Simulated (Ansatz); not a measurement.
The geometry is COD entry 2002799, unchecked; take it as a test cell. The listed cell was then made from it by scaling, straining or moving an atom.

TiB$_{2}$: DFT, PBEsol, all-electron PAW with datasets made for the crystal, scalar-relativistic (Ansatz 0.2.0). What sets it apart from a plain run of this crystal: volume scaled by 0.94.

Command: `ansatz run input.yaml --threads 1 --pin off --max-ram 6144MiB --backend cpu --events-out ev --progress --plain --runs-dir out` The run took 17 s on 1 thread of Arm Neoverse V2, with other jobs on the host, peak memory 0.61 GiB.

```yaml
crystal:
  lattice:
    - [2.9673604788, 0.0, 0.0]
    - [-1.4836802394, 2.5698095569, 0.0]
    - [0.0, 0.0, 3.1624957934]
  atoms:
    - { symbol: Ti, position: [0.0, 0.0, 0.0] }
    - { symbol: B, position: [0.3333333333, 0.6666666667, 0.5] }
    - { symbol: B, position: [0.6666666667, 0.3333333333, 0.5] }
kpoints:
  mp_grid: { grid: [15, 15, 13] }
scf:
  occupations: { method: fermi_dirac, width: 0.08 }
hamiltonian:
  xc: pbesol
  pseudopotentials: { kind: all_electron, datasets: crystal }
output:
  forces: true
  stress: true
  eigenvalues: true
  efg: { contact_densities: true }
```

Output (standing set-up lines are left out):

```
hamiltonian.pseudopotentials.datasets: crystal makes datasets for this crystal and solves the spheres of its atoms anew in each pass: cutoff 380.0 eV, the density's 1520.0 eV; for an error of 0.50 meV an atom under PBE, 1.5 meV for the cell; an energy difference from a run of another recipe may be off by several times the error for the cell, under r2SCAN by more, where some 0.1 meV an atom stays at smaller errors; B in spheres of 0.852 Å, 3 of its electrons in bands; Ti in spheres of 1.376 Å, 4 of its electrons in bands, 8 on its site; only band paths and densities of states list, in semicore columns, the levels of the semicore shells that are solved separately: 3s of Ti, 3p of Ti
Pseudopotential: Ti, paw, valence charge 12, recommended cutoff 380 eV (normal), Koelling and Harmon's equation, gaussian nucleus
Pseudopotential: B, paw, valence charge 3, recommended cutoff 380 eV (normal), Koelling and Harmon's equation, gaussian nucleus
Crystal: 3 atoms, lattice volume = 24.116 Å³
Basis set: ecut = 380 eV, 407 PW (Γ), exchange–correlation on 40×40×48 points (8 copies of the dense FFT grid, shifted against one another)
PAW one-centre angular grid: B, 110 points (default); XC on its mesh's 1923 points in the sphere
iter 1 solved again at ethr=5.51e-2 eV; its pass at ethr=1.00e-1 eV (dr2=5.51e0 eV) is discarded
SCF iter   1: F=—  HF=-24558.316832 eV  |F-HF|=—  |Δ(HF+E_count)|=         —  Δρ=1.31e-1  dr2=6.64e0  ethr=5.51e-2  ⟨swp⟩=2.1  Hψ=11277  notcnv=0
preconditioner: auto → none  [metal: Δε(μ)=0.091 eV  Ē_g=10.233 eV  σ=0.080 eV  W_gap=0.27  n_scr=2 (ndim 8)  ℏωp=23.9 eV  f_vac=0.000  D(μ)=0.33/eV (n_scr^D=0)  sad-step TF]
SCF iter   2: F=—  HF=-24556.840595 eV  |F-HF|=—  |Δ(HF+E_count)|=    1.48e0  Δρ=5.04e-2  dr2=1.05e0  ethr=5.51e-2  ⟨swp⟩=3.1  Hψ=3721  notcnv=0  defer=55
SCF iter   3: F=—  HF=-24556.976002 eV  |F-HF|=—  |Δ(HF+E_count)|=   1.35e-1  Δρ=3.78e-2  dr2=5.45e-1  ethr=1.05e-2  ⟨swp⟩=4.1  Hψ=5750  notcnv=1  defer=2
SCF iter   4: F=—  HF=-24556.877190 eV  |F-HF|=—  |Δ(HF+E_count)|=   9.88e-2  Δρ=2.19e-2  dr2=2.00e-1  ethr=5.45e-3  ⟨swp⟩=4.0  Hψ=5258  notcnv=0
SCF iter   5: F=—  HF=-24556.846887 eV  |F-HF|=—  |Δ(HF+E_count)|=   3.03e-2  Δρ=1.50e-2  dr2=9.73e-2  ethr=2.00e-3  ⟨swp⟩=2.0  Hψ=4730  notcnv=0  defer=1
SCF iter   6: F=—  HF=-24556.828293 eV  |F-HF|=—  |Δ(HF+E_count)|=   1.86e-2  Δρ=6.55e-3  dr2=1.84e-2  ethr=9.73e-4  ⟨swp⟩=2.0  Hψ=3404  notcnv=0  defer=1
iter 7 solved again at ethr=1.82e-6 eV; its pass at ethr=1.84e-4 eV (dr2=1.82e-4 eV) is discarded
SCF iter   7: F=—  HF=-24556.827136 eV  |F-HF|=—  |Δ(HF+E_count)|=   1.16e-3  Δρ=9.05e-4  dr2=1.84e-4  ethr=1.82e-6  ⟨swp⟩=3.3  Hψ=9206  notcnv=0  defer=1
SCF iter   8: F=—  HF=-24556.827098 eV  |F-HF|=—  |Δ(HF+E_count)|=   3.77e-5  Δρ=3.34e-4  dr2=3.98e-5  ethr=1.82e-6  ⟨swp⟩=4.0  Hψ=3420  notcnv=0
SCF iter   9: F=—  HF=-24556.827093 eV  |F-HF|=—  |Δ(HF+E_count)|=   4.87e-6  Δρ=1.09e-4  dr2=4.48e-6  ethr=3.98e-7  ⟨swp⟩=2.2  Hψ=2743  notcnv=0
SCF iter  10: F=—  HF=-24556.827093 eV  |F-HF|=—  |Δ(HF+E_count)|=   2.25e-7  Δρ=4.05e-5  dr2=6.54e-7  ethr=4.48e-8  ⟨swp⟩=4.0  Hψ=3826  notcnv=0
SCF iter  11: F=—  HF=-24556.827093 eV  |F-HF|=—  |Δ(HF+E_count)|=   1.04e-7  Δρ=1.82e-5  dr2=1.34e-7  ethr=6.54e-9  ⟨swp⟩=2.3  Hψ=2769  notcnv=0
SCF iter  12: F=—  HF=-24556.827093 eV  |F-HF|=—  |Δ(HF+E_count)|=   1.68e-8  Δρ=1.52e-6  dr2=6.45e-10  ethr=1.34e-9  ⟨swp⟩=3.7  Hψ=3290  notcnv=0
SCF iter  13: F=-24556.827102 eV  HF=-24556.827102 eV  |F-HF|=1.20e-8  |Δ(HF+E_count)|=   8.35e-6  Δρ=1.31e-5  dr2=3.91e-9  ethr=6.45e-12  ⟨swp⟩=5.2  Hψ=5310  notcnv=0
SCF 1 converged in 13 iterations: F = -24556.827104 eV  dr2 = 3.91e-9
  Residual-converged pass: ⟨swp⟩=3.6  Hψ=3599  notcnv=0  max |occ|·‖R‖ = 6.4e-6 eV (tolerance 6.5e-6 eV)  dr2=3.92e-9  dr2_onsite=1.91e-8  max |Δocc| = 9.3e-10
  greatest PAW one-centre occupation: 0.253 electrons in one spin orbital (limit 2), on the Ti atom at site 0 (counted from 0), in its partial waves of l = 2
SCF converged after 13 iterations
Free energy (F): -24556.827104 eV
Harris-Foulkes:  -24556.827104 eV  (|F-HF|=1.20e-8)
Internal energy: -24556.819701 eV  (E = F + TS)
E sigma→0 (E₀):  -24556.823403 eV
Entropy (-TS):   -0.007403 eV (-2.468 meV/atom)
Past the cutoff: the bands carry plane waves up to 1.75 times it, of which those up to 1.5 times it add -0.000165 eV an atom, each by itself; the spheres take 0.000093 eV an atom off the energy for waves past 1.75 times it
By the cutoff:   a pressure is off by up to 0.007 GPa (1.2 times the spheres' own share and the shells' term, over an atom's volume, and 0.004 GPa: a bound that held against runs at twice the plane waves)
Past the cutoffs: a stress includes 0.0021 GPa for waves and charges beyond them, in addition to the slope of what the spheres take
In the spheres:  the bands' charges fall short by 1.3e-6 e at most (sound up to 1e-3), those of shells solved beside the bands by 4.3e-7 e (sound up to 5e-4)
Fermi energy:    16.602279 eV
--- Per-component energies (eV) ---
  The terms above E_closure are by the made datasets' own strengths, without shells solved beside the bands.
--- Forces (eV/Å), atoms counted from 1 ---
  atom   1  Ti    -0.00000000     0.00000000     0.00000000
  atom   2  B      0.00000000    -0.00000000    -0.00000000
  atom   3  B     -0.00000000     0.00000000     0.00000000
  max |Σ_I F_I| component: 5.55e-17 eV/Å
--- Stress (GPa, compression-positive) ---
       14.316777      -0.000000      -0.000000
       -0.000000      14.316777      -0.000000
       -0.000000      -0.000000       7.657438
  P = ⅓ Tr σ = 12.0970 GPa (120.970 kbar)
  It holds what live shells' own plane waves past their cutoff add
--- PAW observables at the nuclei: V_zz in 10²¹ V/m², potentials from the cell's mean, atoms counted from 1 ---
  atom   1  Ti V_zz =    +2.246936   η = 0.0000   by run symmetry: allowed
            electrostatic potential = -2532.649921 V   contact ρ = 56684.174236 e/Å³
  atom   2  B  V_zz =    +0.329251   η = 0.0000   by run symmetry: allowed
            electrostatic potential = -331.986322 V   contact ρ = 481.651734 e/Å³
  atom   3  B  V_zz =    +0.329251   η = 0.0000   by run symmetry: allowed
            electrostatic potential = -331.986322 V   contact ρ = 481.651734 e/Å³
--- Band table (eV; the first three rows and the last of 189) ---
  k-point 0: bands = ["2.7733", "13.8501", "13.8501", "14.2595", "14.2798", "18.6751", "18.6751", "20.5690", "20.5690"]
  k-point 1: bands = ["2.8599", "13.2665", "13.9163", "13.9163", "15.1972", "18.4452", "18.4452", "20.4172", "20.4172"]
  k-point 2: bands = ["3.1118", "12.2139", "14.1134", "14.1134", "16.0454", "17.9347", "17.9347", "19.9907", "19.9907"]
  k-point 188: bands = ["7.7957", "7.7957", "10.6782", "13.3336", "13.3336", "19.3470", "21.1551", "21.1551", "21.6646"]
  guard bands above this table: 0 of the run's 9 bands, where the rule asks 2: the bands that hold charge and the lowest empty level above them stay in the table. A level can be missing at the table's top as with no guard band: raise scf.n_extra_bands
```
